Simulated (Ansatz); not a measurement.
InAs:
Space group Pm-3m (No. 221); a = b = c = 3.5738 Å, α = β = γ = 90.00°

```tsv
atom	site	symmetry	x	y	z
In	1a	m-3m	0.0000	0.0000	0.0000
As	1b	m-3m	0.5000	0.5000	0.5000
```

Relaxed with PBE.

### Question
Decompose the optical modes at the zone centre into irreducible representations, and say which are infrared and Raman allowed.

### Answer
Point group m-3m: Γ_opt = T1u. Infrared: T1u. Raman: none.

### Question
Assign frequencies (DFPT, the program Ansatz at the PBE level (PAW)).

### Answer
T1u 74 cm⁻¹.

A made-up cell: these elements were put on the sites of a structure type; neither database checked (COD, Materials Project) lists it. It is not the phase usual at ambient conditions (space group No. 216). The PBE relaxation kept the symmetry of its start; of distortions, only those at the zone centre were tested. As this level gives no gap, phonon frequencies hold no LO–TO term and depend on the k-mesh and smearing (Fermi–Dirac, 0.1 eV here).

Potentials: the later of the program's two PAW sets.
